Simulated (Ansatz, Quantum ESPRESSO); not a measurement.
**One calculation of HfIn4SiO6, 5 ways**

```
CELL_PARAMETERS angstrom
5.27743 0.00000 0.00000
-2.63872 4.57039 0.00000
0.00000 0.00000 10.55905
ATOMIC_POSITIONS crystal
Hf 0.66667 0.33333 0.00000
In 0.00000 0.00000 0.30446
In 0.00000 0.00000 0.69554
In 0.33333 0.66667 0.78919
In 0.33333 0.66667 0.21081
Si 0.00000 0.00000 0.00000
O 0.97300 0.70496 0.89972
O 0.29504 0.02700 0.10028
O 0.29504 0.26804 0.89972
O 0.73196 0.70496 0.10028
O 0.73196 0.02700 0.89972
O 0.97300 0.26804 0.10028
```

The cell comes from a database or a generator and needn't be the stable form of this composition.

Alike in all runs: task single point; functional PBE; k mesh 6 × 6 × 3; occupations fermi-dirac, width 0.05 eV; no spin polarisation; no spin-orbit coupling. Pressure is positive in compression and, in plane waves, holds the error of the finite cutoff, which Ansatz's Pulay term estimates and takes out.

```tsv
program and potentials	plane-wave cutoff (eV)	notes	pressure (GPa)	largest force (eV/Å)
Quantum ESPRESSO, SSSP 1.3 efficiency PBE	816	8.67 valence electrons an atom on average	-0.28	0.087
Ansatz, Ansatz NC	1240	9.83 valence electrons an atom on average; Pulay term of +0.03 GPa included	0.05	0.015
Ansatz, PseudoDojo standard (PBE files)	1143	8.67 valence electrons an atom on average	-0.33	0.118
Ansatz, Ansatz PAW (files of its older set among them)	900	12.5 valence electrons an atom on average; Pulay term of +0.02 GPa included	0.02	0.003
Ansatz, SPMS NC	1034	8.67 valence electrons an atom on average; Pulay term of +0.19 GPa included	-0.28	0.113
```

Force on atom 8 (O), eV/Å:

```csv
program and potentials,x,y,z
"Quantum ESPRESSO, SSSP 1.3 efficiency PBE",0.053,0.056,-0.040
"Ansatz, PseudoDojo standard (PBE files)",0.037,0.078,-0.081
"Ansatz, SPMS NC",0.030,0.077,-0.077
```

The pressure spans -0.33 (Ansatz, PseudoDojo standard (PBE files)) to 0.05 GPa (Ansatz, Ansatz NC).

Differences between rows come from potentials, basis sets and numerical settings, since the functional is the same but for its coding. Runs on potential files found faulty are left out.
